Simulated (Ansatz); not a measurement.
Relaxed CdS (zinc blende):

```xyz
4
Lattice="0.0000 5.9271 5.9271 2.9635 2.9635 5.9271 2.9635 2.9635 0.0000" Properties=species:S:1:pos:R:3 pbc="T T T"
S      4.4453     4.4453     4.4453
S      4.4453     7.4089     7.4089
Cd     0.0000     0.0000     0.0000
Cd     2.9635     5.9271     2.9635
```

A phonon eigenvector at X = (0.5, 0.5, 0.0) is frozen into this cell: atom i moves by Q times the vector below, so Q is the largest atomic displacement, in Å. The cell is held. It is one choice among 2 degenerate patterns. (q is in reciprocal vectors of the primitive cell; the cell shown is doubled to hold the pattern.)

```csv
atom,x,y,z
S1,0.000,-1.000,0.000
S2,0.000,1.000,0.000
Cd3,0.185,0.000,0.000
Cd4,-0.185,0.000,0.000
```

Level of theory: PBE (plane waves to 420 eV, PAW, scalar-relativistic; Ansatz, a quantum-chemistry and plane-wave program). k mesh 10×10×10 (Γ-centred), Fermi-Dirac smearing 0.05 eV. The energy includes the smearing's −TS. CdS was relaxed with its symmetry unable to fall. The PAW data are Ansatz's earlier set. ΔE is measured from the undisplaced structure.

```json
[
 {"Q (Å)": "-0.1000", "ΔE (meV/cell)": "86.5"},
 {"Q (Å)": "-0.0833", "ΔE (meV/cell)": "60.0"},
 {"Q (Å)": "-0.0667", "ΔE (meV/cell)": "withheld"},
 {"Q (Å)": "-0.0500", "ΔE (meV/cell)": "21.6"},
 {"Q (Å)": "-0.0333", "ΔE (meV/cell)": "9.6"},
 {"Q (Å)": "-0.0167", "ΔE (meV/cell)": "2.4"},
 {"Q (Å)": "0.0000", "ΔE (meV/cell)": "0.0"},
 {"Q (Å)": "0.0167", "ΔE (meV/cell)": "2.4"},
 {"Q (Å)": "0.0333", "ΔE (meV/cell)": "9.6"},
 {"Q (Å)": "0.0500", "ΔE (meV/cell)": "21.6"},
 {"Q (Å)": "0.0667", "ΔE (meV/cell)": "withheld"},
 {"Q (Å)": "0.0833", "ΔE (meV/cell)": "60.0"},
 {"Q (Å)": "0.1000", "ΔE (meV/cell)": "86.5"}
]
```

Q: Fit an even polynomial form (powers 2, 4) to the given rows and predict ΔE at Q = -0.0667.

A: Least squares on the 11 given rows: ΔE = (8640)·Q² + (953.3)·Q⁴, in meV/cell with Q in Å; root-mean-square residual 0.01 meV/cell. At -0.0667 the fit gives 38.5 meV/cell; the calculation gives 38.4 meV/cell, so the interpolation is off by 0.1 (+0.3 %). The quadratic term alone would give 38.4 meV/cell.

(A displaced cell: forces are minus the slopes of the energy, force constants its curvatures, and phonons follow from these.)
